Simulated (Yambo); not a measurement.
G0W0@PBEsol for CO₂ (space group Pa-3, No. 205) in Yambo. Reference settings: 2×2×2 Γ-centred k mesh, 307 bands and a 8 Ry block in the screening, 307 bands in G with the Bruneval-Gonze terminator, plasmon pole fitted at 27.2 eV. The PBEsol gap Γ → Γ on this mesh is 6.82 eV; G0W0 gaps are taken between the same points.

The settings were changed. The gap went from 10.44 eV to 10.28 eV, and the shift of the valence edge from -2.16 eV to -1.88 eV.

Question: Which change was made?
A. 7 Ry block
B. 112 bands in G
C. 197 bands in W, 197 bands in G
D. no random integration

Answer: D, no random integration. The others gave (gap, valence shift): 7 Ry block: 10.41, -2.14 eV; 112 bands in G: 10.45, -2.16 eV; 197 bands in W, 197 bands in G: 10.46, -2.11 eV.

Geometry of the Materials Project entry, not relaxed at this level; primitive cell a = 5.4971 Å, b = 5.4971 Å, c = 5.4971 Å, α = 90.00°, β = 90.00°, γ = 90.00°.

A shift is the quasiparticle energy of the state minus its PBEsol energy.
